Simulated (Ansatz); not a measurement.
TaTe in space group Cmcm (No. 63; Te on 4c, Ta on 4c), r²SCAN in the plane-wave PAW code Ansatz, all energies at zero smearing, with the estimated change up to a 700 eV cutoff added, with one set of potentials and settings (totals compare only within such a set). Cell of 4 atoms (2 Te, 2 Ta): -33877.989 eV.

```
element              reference phase  E (eV/atom)
-------  ---------------------------  -----------
Te       P3_121, 3 atoms in the cell   -6994.8235
Ta        Im-3m, 1 atoms in the cell   -9944.3222
```

Formation energy per atom, worked out: (-33877.989 − 2×(-6994.8235) − 2×(-9944.3222))/4 = 0.076 eV/atom (7 kJ per mol of atoms), at 0 K, without zero-point energy or fitted corrections.

The start of the workflow was typed in or built on a structure type; neither database checked (COD, Materials Project) lists it. Whether it is the stable phase at ambient conditions was not checked. The cell was relaxed with r²SCAN under the symmetry of its start; its stability against distortions is not shown here. No spin polarisation was allowed. The references are the lowest solids computed at this level, not always the standard phases. Spin–orbit coupling is left out wherever it is not named.

Potentials: the later of the program's two PAW sets.
